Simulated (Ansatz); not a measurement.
Nb2CS in space group P6_3/mmc (No. 194; Nb on 4f, C on 2a, S on 2d) at seven volumes, r²SCAN in the plane-wave PAW code Ansatz, shape and atoms relaxed at each. One row is withheld.

```csv
V (Å³/atom),P (GPa)
12.564,23.14
12.978,14.16
13.393,6.43
13.807,0.00
14.221,-5.25
14.635,?
15.049,-12.88
```

Problem. Fit the shown pressures and predict the withheld one.

Solution. Third-order Birch–Murnaghan: P = (3/2)B₀(x^(7/2) − x^(5/2))[1 + (3/4)(B′ − 4)(x − 1)] with x = (V₀/V)^(2/3). Least squares on the six rows gives V₀ = 13.812 Å³/atom, B₀ = 190.2 GPa, B′ = 5.38. At V = 14.635, x = 0.9621 and P = -9.42 GPa. The run itself gave -9.75 GPa.

The first step of the workflow began from a Materials Project structure, measured or hypothetical; the Crystallography Open Database copy checked does not list it. Whether it is the stable phase at ambient conditions was not checked. The cell was relaxed with r²SCAN under the symmetry of its start; whether a distortion lowers the energy is not shown. The run is not spin-polarised.

Potentials: the later of the program's two PAW sets.
